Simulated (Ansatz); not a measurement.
The start is a generated trial cell of Pb in the AFLOW prototype A_oP8_62_2c (A_c). The structure is fully relaxed (lattice and positions, P = 0) with PBEsol (plane waves to 420 eV, PAW, scalar-relativistic; Ansatz, a program for electronic structure). The first steps use a coarse 4×6×6 k-mesh.

The start:
```
Pb
1.0
    8.05467     0.00000     0.00000
    0.00000     5.70947     0.00000
    0.00000     0.00000     5.90772
Pb
8
Direct
  0.46400   0.25000   0.29200
  0.96400   0.25000   0.20800
  0.53600   0.75000   0.70800
  0.03600   0.75000   0.79200
  0.18100   0.25000   0.65800
  0.68100   0.25000   0.84200
  0.81900   0.75000   0.34200
  0.31900   0.75000   0.15800
```

**Question.** What symmetry does the relaxed structure have?

**Answer.** The space group goes from Pnma (No. 62) to I4/mmm (No. 139); the end is AFLOW prototype A_tI2_139_a (A_a), with 1 atom in the primitive cell.

**Question.** How much energy is released per atom?

**Answer.** 0.19 to 0.20 eV/atom (the two k-meshes of the run give this range).

**Question.** How does the volume change?

**Answer.** -11.6 %, from 33.96 to 30.01 Å³/atom.

**Question.** How do the shortest distances between atoms change?

**Answer.** The closest pairs of elements (up to four, under 3.6 Å), start → end: Pb–Pb 3.14 → 3.41 Å.

**Question.** Give the final cell and atomic positions.

**Answer.** 
Space group I4/mmm (No. 139); a = b = 4.1202 Å, c = 3.5353 Å, α = β = γ = 90.00°

```csv
atom,site,symmetry,x,y,z
Pb,2b,4/mmm,0.0000,0.0000,0.5000
```
(The calculation used a cell of 1 atom; values per cell refer to that cell.)

Final values are on a 17×17×17 k-mesh of the relaxed cell. No spin polarisation in the result.

The run could not lose the symmetry of its start, so the end can be a saddle point.

The relaxed structure here is a generated cell of Pb: the first start was made by placing the elements on the sites of a structure type, and the end was not matched to a known phase here, so it may be hypothetical. Known forms of Pb include space group No. 225.
